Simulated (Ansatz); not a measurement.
# What DFT gives for KMnF3

```
Mn F K
1.0
     4.39437    0.00000    0.00000
     0.00000    4.39437    0.00000
     0.00000    0.00000    4.39437
Mn F K
1 3 1
Direct
  0.00000 0.00000 0.00000
  0.50000 0.00000 0.00000
  0.00000 0.50000 0.00000
  0.00000 0.00000 0.50000
  0.50000 0.50000 0.50000
```

Method: r2SCAN, with U_eff = 6.78 eV on Mn d (all-electron-ortho-atomic projectors), collinear spin; PAW, plane waves to 500 eV, 6×6×6 Γ-centred mesh, fermi-dirac occupations (width 0.1 eV) (Ansatz 0.2.0), atoms fixed.

Magnetic state (reached from a saved solution, and it need not be the lowest): Mn1 up.

Question: Is the cell too large or too small?

Answer: The pressure is -6.1 GPa (compression positive), so with the atoms held at these fractions the cell would first shrink.

Question: Give the Bader charges.

Answer: Bader charges in e: K +0.91, Mn +1.69, F -0.87. In the mean Mn gives up most and F takes most.

Question: Describe some of the short contacts.

Answer: Mn–F at 2.20 Å: least valence density 0.31 e/Å³ and ELF 0.09 there. K–F at 3.11 Å: least valence density 0.04 e/Å³ and ELF 0.01 there, a closed-shell (ionic or weak) contact. Both are smooth PAW fields, read partly inside the augmentation spheres.

Question: Is there a gap, and of what kind?

Answer: The gap is 4.14 eV, indirect or between spins (the least direct gap found is 6.13 eV). A semilocal functional usually gives too small a gap.

Origin: a known structure type with other elements, at an estimated volume, so it need not be a known compound.
